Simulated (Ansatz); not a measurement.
**Formation energy of Ca3Pb (L12 type)**

```
Pb Ca
1.0
     4.99407    0.00000    0.00000
     0.00000    4.99407    0.00000
     0.00000    0.00000    4.99407
Pb Ca
1 3
Direct
  0.00000 0.00000 0.00000
  0.00000 0.50000 0.50000
  0.50000 0.00000 0.50000
  0.50000 0.50000 0.00000
```

The cell comes from a relaxation on PAW files under the same functional, begun from a prototype that needn't be the stable phase.

All numbers are PBEsol results (scalar-relativistic) from Ansatz 0.2.0, with a Γ-centred 7×7×7 k mesh, Fermi–Dirac smearing of 0.05 eV, no spin polarisation. Methods: LAPW: all electrons, basis error target 0.5 meV/atom; PAW: frozen-core files, cutoff 420 eV.

The elements are taken as Ca fcc, Pb fcc, each relaxed on PAW files under the same functional and computed by the same method as the compound; zero-point and thermal terms are left out.

Spin–orbit coupling is left out, which matters for the heavy atoms. The PAW files were made under PBE.

Task: Give the formation energy by each method, with the residual pressure at this cell and the LAPW gap.

Result: 

| method | ΔE(formation) (eV/atom) | P at this cell (GPa) | gap (eV) |
| --- | --- | --- | --- |
| LAPW | -0.417 | -0.02 | 0.00 |
| PAW | -0.417 | -0.02 | – |

Task: Give the LAPW value for one formula unit in kJ/mol.

Result: -0.417 eV/atom × 4 atoms × 96.485 kJ/(mol·eV) = -160.9 kJ/mol, at zero temperature and without zero-point motion.
